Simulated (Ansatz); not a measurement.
YHSe:
```
CELL_PARAMETERS angstrom
      3.83893     0.00000     0.00000
     -1.91947     3.32461     0.00000
      0.00000     0.00000     3.91904
ATOMIC_POSITIONS crystal
  Y  0.00000 0.00000 0.00000
  H  0.33333 0.66667 0.00000
  Se 0.66667 0.33333 0.50000
```

r²SCAN in the plane-wave PAW code Ansatz gives a gap of 2.07 eV without spin–orbit coupling, maximum at A, minimum at Γ.

What happens when spin–orbit coupling is switched on?

The gap decreases by 0.01 eV, to 2.06 eV; maximum at A, minimum at Γ.

Give the electron effective mass with spin–orbit coupling.

0.21, 0.21, 0.58 mₑ (principal values).

Give the hole effective mass with spin–orbit coupling.

0.17, 0.17, 1.00 mₑ (principal values).

Space group P-6m2. The workflow started from a Materials Project entry (that database holds measured and hypothetical structures alike); the Crystallography Open Database copy checked does not list it. Its standing as an ambient phase is unchecked. The cell was relaxed with r²SCAN under the symmetry of its start; whether a distortion lowers the energy is not shown. The run is not spin-polarised.

Potentials: the later of the program's two PAW sets.
